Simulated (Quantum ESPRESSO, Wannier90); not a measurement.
# Tight-binding from DFT: ZnSnP2 (P-4m2)

```xyz
4
Lattice="4.0039 0.0000 0.0000 0.0000 4.0039 0.0000 0.0000 0.0000 5.6232" Properties=species:S:1:pos:R:3 pbc="T T T"
Zn     0.0000     0.0000     0.0000
Sn     2.0019     2.0019     2.8116
P      0.0000     2.0019     1.2768
P      2.0019     0.0000    -1.2768
```

Structure: Materials Project mp-1215429, symmetrised, not relaxed again. Not found in the COD (Crystallography Open Database) copy used; not checked further. Method: PBEsol plane waves in Quantum ESPRESSO 7.5 (PseudoDojo norm-conserving files, 68 Ry, no spin polarisation, no spin-orbit coupling), Bloch states on a 8×8×6 mesh through Γ, Wannier90 4.0.1. Density: 8×8×6 mesh, Gaussian smearing 0.01 Ry. Spin-orbit coupling is left out although heavy elements are present.

Bands 10-22 form an isolated set from -12.37 to 0.00 eV relative to the valence-band maximum (on the path) and are turned into 13 Wannier functions by minimising the spread from the start: s functions at random places.

Q: Where do the functions sit, how wide are they and what are they made of?

A: 
```csv
functions,spread (Å²),"nearest atom, distance (Å)","second atom, distance (Å)",weight on atomic waves
4,2.27,P 1.07,Sn 1.45,"P 3p 46 %, Sn 5p 25 %, Sn 5s 15 %"
1,0.46,Zn 0.02,P 2.35,Zn 3d 99 %
4,2.15,P 0.75,Zn 1.62,"P 3p 54 %, P 3s 28 %, Zn 4s 10 %"
1,0.42,Zn 0.01,P 2.36,Zn 3d 100 %
1,0.47,Zn 0.02,P 2.37,Zn 3d 99 %
2,0.44,Zn 0.02,P 2.36,Zn 3d 99 %
```

Ω_I = 18.48 Å², Ω_total = 19.92 Å²; the interpolated bands follow pw.x to 7.3 meV rms on the path. It is the lowest total spread that any start reached here.
